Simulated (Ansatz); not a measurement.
Input and command of a plane-wave DFT calculation in Ansatz:

```yaml
crystal:
  lattice:
    - [1.8380724331, 1.061211614, 7.293753697]
    - [-1.8380724331, 1.061211614, 7.293753697]
    - [0.0, -2.1224232281, 7.293753697]
  atoms:
    - { symbol: Bi, position: [0.3927122739, 0.3927122739, 0.3927122739] }
    - { symbol: S, position: [0.2235390928, 0.2235390928, 0.2235390928] }
    - { symbol: S, position: [0.9768227888, 0.9768227888, 0.9768227888] }
    - { symbol: S, position: [0.8054248446, 0.8054248446, 0.8054248446] }
basis:
  ecutwfc: 420
kpoints:
  mp_grid: { grid: [6, 6, 6] }
hamiltonian:
  xc: pbesol
scf:
  occupations: { method: gaussian, width: 0.1 }
output:
  forces: true
  stress: true
  eigenvalues: true
```

```bash
ansatz run input.yaml --threads 1 --pin off --max-ram 2560MiB --backend cpu --events-out ev --progress --plain --runs-dir out
```

Processor: Arm Neoverse V1, 1 thread, on a host shared with other jobs.

**Question.** How long does it run, and how much memory does it take?

**Answer.** About 5.5 s on 1 thread of Arm Neoverse V1 (shared host), peak memory 0.32 GiB. It solves 21 bands at 32 k points (the mesh reduced by symmetry) with about 1669 plane waves, in 8 SCF iterations.
